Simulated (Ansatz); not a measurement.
**From the elastic tensor of BaZrO₃ to moduli and sound speeds**

Level of theory: DFT PBE, scalar-relativistic, plane waves, PAW in Ansatz. Cutoff 420 eV, 6×6×6 k-points (Γ-centred), fixed occupations. No spin polarisation.

It takes space group Pm-3m (No. 221, cubic). The conventional cell has a = 4.227 Å, b = 4.227 Å, c = 4.227 Å, α = 90.00°, β = 90.00°, γ = 90.00°. Around Ba (site symmetry m-3m) lie 12 O at 2.99 Å. Zr (site symmetry m-3m) has 6 O at 2.11 Å as nearest neighbours. O (site symmetry 4/mmm) has 2 Zr at 2.11 Å as nearest neighbours.

Relaxed-ion constants (GPa, on the Cartesian axes of the calculation):
```
291.3  79.1  79.1   0.0   0.0   0.0
 79.1 291.3  79.1   0.0   0.0   0.0
 79.1  79.1 291.3   0.0   0.0   0.0
  0.0   0.0   0.0  83.6   0.0   0.0
  0.0   0.0   0.0   0.0  83.6   0.0
  0.0   0.0   0.0   0.0   0.0  83.6
```

Density 6.080 g/cm³; 5 atoms in 75.53 Å³.

The values that follow are for a polycrystal of randomly turned grains, by Hill's mean where one number stands.

With S = C⁻¹: B_V = (C11+C22+C33+2(C12+C13+C23))/9, G_V = (C11+C22+C33−C12−C13−C23+3(C44+C55+C66))/15, 1/B_R = S11+S22+S33+2(S12+S13+S23), 15/G_R = 4(S11+S22+S33−S12−S13−S23)+3(S44+S55+S66); Hill is their mean. Then v_l = √((B+4G/3)/ρ), v_t = √(G/ρ), v_m = [(2/v_t³+1/v_l³)/3]^(−1/3) and Θ = (ħ/k_B)·v_m·(6π²n/V)^(1/3) for n atoms in the volume V; E = 9BG/(3B+G), ν = (3B−2G)/(2(3B+G)) and A^U = 5G_V/G_R + B_V/B_R − 6.

```
Bulk modulus, Voigt / Reuss / Hill          : 149.8 / 149.8 / 149.8 GPa
Shear modulus, Voigt / Reuss / Hill         : 92.6 / 91.4 / 92.0 GPa
Young's modulus                             : 229 GPa
Poisson ratio                               : 0.245
Pugh ratio B/G                              : 1.63
Universal anisotropy index                  : 0.07
Longitudinal and transverse sound speeds    : 6695 and 3890 m/s
Debye temperature from the mean sound speed : 520 K
```

Cost: 1 run of about 0.62 core-minutes, on Intel Xeon Platinum 8259CL (Skylake/Cascade Lake) (shared hosts).